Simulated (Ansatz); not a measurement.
One crystal and one scan (energy over volume and axial ratio) at two levels, PBE (plane waves to 420 eV, PAW, scalar-relativistic; Ansatz, an electronic-structure program) and PBEsol (plane waves to 420 eV, PAW, scalar-relativistic; Ansatz), each from its own relaxed cell and on its own mesh. The cell shown is that of PBE.

SiO2 (rutile)

```yaml
crystal:
  lattice:
    - [4.23588, 0.00000, 0.00000]
    - [0.00000, 4.23588, 0.00000]
    - [0.00000, 0.00000, 2.68991]
  atoms:
    - { symbol: Si, position: [0.50000, 0.50000, 0.50000] }
    - { symbol: Si, position: [0.00000, 0.00000, 0.00000] }
    - { symbol: O, position: [0.80699, 0.80699, 0.50000] }
    - { symbol: O, position: [0.30699, 0.69301, 0.00000] }
    - { symbol: O, position: [0.69301, 0.30699, 0.00000] }
    - { symbol: O, position: [0.19301, 0.19301, 0.50000] }
```

Grid over V/V₀ and (c/a)/(c/a)₀, subscript 0 meaning the relaxed cell; the conventional c axis lies along z; no internal relaxation.

Energies are smeared free energies. SiO2 was relaxed with its symmetry unable to fall. The PAW data are Ansatz's earlier set. As the atoms are clamped, bonds stretch with the cell, which overstates energies and stresses. Percentages come from the unrounded values. Both scans cover V/V₀ from 0.920 to 1.080 and (c/a)/(c/a)₀ from 0.960 to 1.040.

```
quantity                                                                                        PBE  PBEsol     PBE − PBEsol
--------------------------------------------------------------------------------------------  -----  ------  ---------------
Lattice constant a (Å)                                                                        4.236   4.195  +0.041 (+1.0 %)
Lattice constant c (Å)                                                                        2.690   2.678  +0.012 (+0.4 %)
Relaxed volume (Å³/atom)                                                                       8.04    7.85   +0.19 (+2.4 %)
Band gap of the relaxed cell, no spin-orbit coupling (eV)                                      5.05    5.36   -0.31 (-5.8 %)
Modulus against c/a change at fixed volume, (3/4V)·∂²E/∂(ln c/a)² (fit, atoms clamped) (GPa)    220     228        -8 (-4 %)
```

PBE gives the higher value for: lattice constant a; lattice constant c; relaxed volume. PBE gives the lower value for: band gap of the relaxed cell, no spin-orbit coupling; modulus against c/a change at fixed volume. Neither level is exact: the differences show how much the result hangs on the functional.

(A scan under strain: stresses follow from slopes of the energy per volume, elastic moduli from its curvatures.)
